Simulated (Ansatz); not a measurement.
## SiO2 — 17O NMR of the central transition

Cell: a structure deposited in the COD (listed for 0.7 GPa), ions relaxed with PBE at fixed cell.

```cif
data_SiO2
_symmetry_space_group_name_H-M 'P4_12_12'
_symmetry_Int_Tables_number 92
_cell_length_a 4.9028
_cell_length_b 4.9028
_cell_length_c 6.7782
_cell_angle_alpha 90.000
_cell_angle_beta 90.000
_cell_angle_gamma 90.000
loop_
_atom_site_label
_atom_site_type_symbol
_atom_site_symmetry_multiplicity
_atom_site_Wyckoff_symbol
_atom_site_fract_x
_atom_site_fract_y
_atom_site_fract_z
Si Si 4 a 0.3126 0.3126 0.0000
O O 8 b 0.2334 0.1310 0.1924
```

One atom of each set is listed.

Computed with Ansatz: DFT, PBE, plane waves and PAW (field gradients read without the response of the frozen cores, which leaves them typically 4 to 6 % off), scalar-relativistic, 420 eV cutoff, Γ-centred 5×5×4 k-points, Fermi–Dirac smearing 0.02 eV.

17O has I = 5/2 and Q = -25.58 mb (Pyykkö 2018); at 9.4 T its Larmor frequency is ν₀ = 54.3 MHz. Only the quadrupole interaction is simulated: positions count from each site's isotropic chemical shift, and J coupling is left out, as are shift anisotropy and dipolar coupling, which fast spinning averages.

(1) Simulate the second-order pattern (fast magic-angle spinning, Gaussian broadening 0.5 kHz) of site O (2 Si at 1.62–1.63 Å, angle 139°).

Results:

(1) The calculation gives C_Q = -5.83 MHz and η = 0.24, so ν_Q = 0.875 MHz and the centre of gravity lies at -70.6 ppm (-3.83 kHz).

(offset (kHz), height): (-9.948, 0), (-9.698, 1), (-9.448, 5), (-9.199, 7), (-8.949, 8), (-8.699, 8), (-8.449, 9), (-8.199, 9), (-7.949, 9), (-7.699, 9), (-7.449, 9), (-7.199, 10), (-6.949, 12), (-6.699, 22), (-6.449, 38), (-6.200, 49), (-5.950, 60), (-5.700, 77), (-5.450, 92), (-5.200, 85), (-4.950, 72), (-4.700, 65), (-4.450, 62), (-4.200, 60), (-3.950, 60), (-3.700, 60), (-3.450, 61), (-3.201, 64), (-2.951, 67), (-2.701, 73), (-2.451, 85), (-2.201, 100), (-1.951, 100), (-1.701, 85), (-1.451, 72), (-1.201, 63), (-0.951, 48), (-0.701, 23), (-0.451, 5), (-0.202, 0)

At O V_zz runs parallel to the line that joins its two neighbours (within 1°).

The relaxation (5 steps) took 32 s of wall time (32 s of CPU time) and 0.48 GiB at its peak, on 1 thread of Intel Xeon Platinum 8488C (Sapphire Rapids) (x86_64; 16 cores open to the job, memory cap 3.0 GiB, no GPU), a shared host with a load of 0.2 a core.
